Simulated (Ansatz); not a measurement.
## TiO₂ — 17O NMR of the central transition

Cell: a structure deposited in the COD whose atoms were relaxed with PBE, the cell held.

Space group Pbca (No. 61); a = 5.1490, b = 9.1750, c = 5.4590 Å.

| site | Wyckoff | site symmetry | x | y | z |
| --- | --- | --- | --- | --- | --- |
| Ti | 8c | 1 | 0.1390 | 0.1290 | 0.9050 |
| O9 | 8c | 1 | 0.8157 | 0.0095 | 0.8509 |
| O17 | 8c | 1 | 0.4642 | 0.2301 | 0.8912 |

One atom of each set is listed.

Method: Kohn–Sham DFT in Ansatz, r2SCAN, plane waves and PAW (field gradients read without the response of the frozen cores, which leaves them typically 4 to 6 % off), scalar-relativistic, 500 eV cutoff, Γ-centred 4×3×4 k-points, Fermi–Dirac smearing 0.02 eV.

17O has I = 5/2 and Q = -25.58 mb (Pyykkö 2018); at 28.2 T its Larmor frequency is ν₀ = 162.8 MHz. Only the quadrupole interaction is simulated: positions count from each site's isotropic chemical shift, and J coupling is left out, as are shift anisotropy and dipolar coupling, which fast spinning averages.

Q: Give C_Q, η, the quadrupolar product P_Q = |C_Q|(1 + η²/3)^½, the second-order isotropic shift and the breadth of the pattern (fast magic-angle spinning) for each O site.

A: 

| site | first shell | C_Q (MHz) | η | P_Q (MHz) | δ_QIS (ppm) | breadth (kHz) |
| --- | --- | --- | --- | --- | --- | --- |
| O9 | 3 Ti at 1.86–2.01 Å | -1.38 | 0.96 | 1.58 | -0.566 | 0.203 |
| O17 | 3 Ti at 1.92–2.07 Å | 1.64 | 0.77 | 1.80 | -0.732 | 0.271 |

δ_QIS = −(ν_Q²/30ν₀²)[I(I+1) − 3/4](1 + η²/3) × 10⁶ ppm with ν_Q = 3|C_Q|/[2I(2I−1)]; it falls as 1/B₀² in ppm, and the breadth as 1/B₀ in kHz.
